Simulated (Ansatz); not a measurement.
Relaxation of a generated cell, Ir built in the beta-W structure type; 8 atoms in the cell, which starts as Pm-3n (No. 223), cP8; a = b = c = 4.8701 Å, α = β = γ = 90.00°. Calculation: PBE (plane waves to 420 eV, PAW, scalar-relativistic; Ansatz, an electronic-structure program). Γ-centred k-mesh 7×7×7 on the run's cell (coarser than for final values), Fermi–Dirac smearing 0.05 eV. This is the first round of the run. 

The optimiser's lines from the output (shortened; P is positive under compression):

```
relax step   1: F+E_penalty+E_count = -95478.12985318 eV  Δ(F+E_penalty+E_count) = +0.000e0 eV  max|allowed force component| = 2.776e-17 eV/Å  Δτ_max = 0.0000 Å  P = +15.804 GPa  Ω = 115.511 Å³  (6 SCF iters, dr2 threshold 1.00e-7 eV, accepted)
relax step   2: F+E_penalty+E_count = -95477.65245155 eV  Δ(F+E_penalty+E_count) = +4.774e-1 eV  max|allowed force component| = 3.238e-17 eV/Å  Δτ_max = 0.0000 Å  P = -20.670 GPa  Ω = 131.205 Å³  (6 SCF iters, dr2 threshold 8.00e-7 eV, rejected (line search))
relax step   3: F+E_penalty+E_count = -95478.37286228 eV  Δ(F+E_penalty+E_count) = -2.430e-1 eV  max|allowed force component| = 3.484e-17 eV/Å  Δτ_max = 0.0000 Å  P = -2.356 GPa  Ω = 121.825 Å³  (8 SCF iters, accepted)
relax step   4: F+E_penalty+E_count = -95478.38020213 eV  Δ(F+E_penalty+E_count) = -7.340e-3 eV  max|allowed force component| = 4.814e-17 eV/Å  Δτ_max = 0.0000 Å  P = -0.212 GPa  Ω = 120.967 Å³  (6 SCF iters, dr2 threshold 8.00e-7 eV, accepted)
relax step   5: F+E_penalty+E_count = -95478.38029845 eV  Δ(F+E_penalty+E_count) = -9.631e-5 eV  max|allowed force component| = 2.400e-17 eV/Å  Δτ_max = 0.0000 Å  P = +0.003 GPa  Ω = 120.883 Å³  (7 SCF iters, dr2 threshold 1.12e-7 eV, accepted)
relax step   6: F+E_penalty+E_count = -95478.38249567 eV  Δ(F+E_penalty+E_count) = -2.197e-3 eV  max|allowed force component| = 2.573e-17 eV/Å  Δτ_max = 0.0000 Å  P = -0.029 GPa  Ω = 120.883 Å³  stress off target by 2.85e-2 GPa  SCF on the basis re-selected at this cell (its energy is not comparable with the rows above)  (9 SCF iters)
relax step   7: F+E_penalty+E_count = -95478.38250193 eV  Δ(F+E_penalty+E_count) = -6.266e-6 eV  max|allowed force component| = 3.787e-17 eV/Å  Δτ_max = 0.0000 Å  P = +0.000 GPa  Ω = 120.872 Å³  (7 SCF iters, accepted)
relax step   8: F+E_penalty+E_count = -95478.38246895 eV  Δ(F+E_penalty+E_count) = +3.298e-5 eV  max|allowed force component| = 2.385e-17 eV/Å  Δτ_max = 0.0000 Å  P = +0.001 GPa  Ω = 120.872 Å³  stress off target by 8.37e-4 GPa  SCF on the basis re-selected at this cell (its energy is not comparable with the rows above)  (8 SCF iters)
```

From the first to the last row the energy changes by -0.03 eV/atom and the volume by +4.6 %. The last row is marked as not comparable with the walk above it, whose basis was carried along; it does compare with step 1, since both stand on a basis selected at the nominal cutoff for their own cell.

Step 2 was rejected by the optimiser.

Later rounds, restarted from the end of this one on a renewed k-mesh, logged 2 more steps and released under 0.01 eV/atom more. The final structure after all rounds: Pm-3n (No. 223), cP8; a = b = c = 4.9443 Å, α = β = γ = 90.00°. Between re-selections the logged energies stand on a plane-wave basis carried along with the cell. No spin polarisation in the result.

The run could not lose the symmetry of its start, so the end can be a saddle point.

All atoms sit on sites fixed by symmetry, so only the cell could relax.

The relaxed structure here is a generated cell of Ir: the first start was made by placing the elements on the sites of a structure type, and the end was not matched to a known phase here, so it may be hypothetical. Known forms of Ir include space group No. 225.
